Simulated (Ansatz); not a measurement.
Crystal: TiC, rock salt type, 2 atoms in the cell.

These are results of Ansatz 0.2.0 development build, HSE06, plane waves, PAW datasets (generated soft set 1), not measurements.

Cutoff 420 eV; exchange singularity: regularized; k-mesh 4×4×4 Γ-centred; Fermi–Dirac smearing of 0.1 eV; no spin polarisation.

The fit to the energies gives V₀ = 9.958 Å³/atom (a₀ = 4.303 Å), B₀ = 259 GPa, B₀′ = 3.89.

Question: What pressure does the program print at V = 9.336 Å³/atom, and how far above the lowest computed point (V = 9.945 Å³/atom) does the energy lie?

Answer: 19.08 GPa and 34.89 meV/atom. All points:

```
V (Å³/atom)   a (Å)  E − E(min) (meV/atom)  P (GPa)
      9.336  4.2113                  34.89    19.08
      9.640  4.2566                   8.59     8.93
      9.945  4.3009                   0.00     0.31
     10.249  4.3444                   6.54    -7.07
     10.554  4.3870                  26.21   -13.51
```

The stress includes the program's correction for the finite plane-wave basis.

The k-mesh is coarse, so these values belong to this mesh and can lie far from the converged ones.
